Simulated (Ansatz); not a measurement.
Here is the system:

Sb:
```
CELL_PARAMETERS angstrom
     -3.30801     3.30801     3.30801
      3.30801    -3.30801     3.30801
      3.30801     3.30801    -3.30801
ATOMIC_POSITIONS crystal
  Sb 0.69099 0.00000 0.00000
  Sb 0.00000 0.69099 0.00000
  Sb 0.00000 0.00000 0.69099
  Sb 0.30901 0.30901 0.30901
```

This is the PBE+D3(BJ)-relaxed structure.

Q: All from plane-wave PAW PBE+D3(BJ) (Ansatz code), unless another level is named. Estimate the hole effective mass, band 2 of 2 at the edge.

A: 0.018 along [100], 0.024 along [110], 0.035 along [111] (mₑ).

Q: And the gap with spin–orbit coupling?

A: none (metallic).

Space group I-43m. The start of the workflow was typed in or built on a structure type; neither database checked (COD, Materials Project) lists it. It is not the phase usual at ambient conditions (space group No. 166). The PBE+D3(BJ) relaxation kept the symmetry of its start; whether a distortion lowers the energy is not shown. Spin–orbit coupling is left out wherever it is not named.

Potentials: the later of the program's two PAW sets.
